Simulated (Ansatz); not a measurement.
## Relaxing titanium (fcc)

Method: DFT, r2SCAN, plane waves (500 eV) with PAW, scalar-relativistic in Ansatz. (PAW data from PBE, frozen cores regenerated.)

k-point mesh 13×13×13, Fermi-Dirac smearing 0.05 eV, starting moments 1.00 μB. Cell and atoms relax.

Starting structure:

```yaml
crystal:
  lattice:
    - [0.0, 2.0668332624, 2.0668332624]
    - [2.0668332624, 0.0, 2.0668332624]
    - [2.0668332624, 2.0668332624, 0.0]
  atoms:
    - { symbol: Ti, position: [0.0, 0.0, 0.0], spin: 1.0 }
hamiltonian:
  xc: r2scan
  pseudopotentials:
    kind: paw
    azcp:
      Ti: "pseudopotentials/Ti.paw.azcp"
basis:
  ecutwfc: 500
  fft_grid_basis: typed
kpoints:
  mp_grid: { grid: [13, 13, 13], shift: [0, 0, 0] }
magnetization:
  spin_polarized: true
scf:
  occupations: { method: fermi_dirac, width: 0.05 }
relax:
  max_steps: 60
  f_tol: 0.01
  cell: {}
```

Task: What cell does the relaxation end in?

Result: Fm-3m with a = 4.109 Å; 17.34 Å³ per atom against 17.66 at the start (-1.8 %).

Task: How much energy does the relaxation gain?

Result: 2.0 meV per atom.

Path of the relaxation (the plane waves are chosen anew near the end, which can shift the energy a little):

| step | E − E(final) (meV/atom) | V (Å³/atom) | P (GPa) | max force (eV/Å) |
| --- | --- | --- | --- | --- |
| 0 | 1.96 | 17.658 | -1.94 | 0.000 |
| 1 | -0.17 | 17.349 | -0.05 | 0.000 |
| 2 | 0.00 | 17.349 | -0.05 | 0.000 |
| 3 | 0.00 | 17.341 | 0.00 | 0.000 |
| 4 | 0.00 | 17.341 | 0.00 | 0.000 |

Task: Which magnetic state does it end in?

Result: non-magnetic.
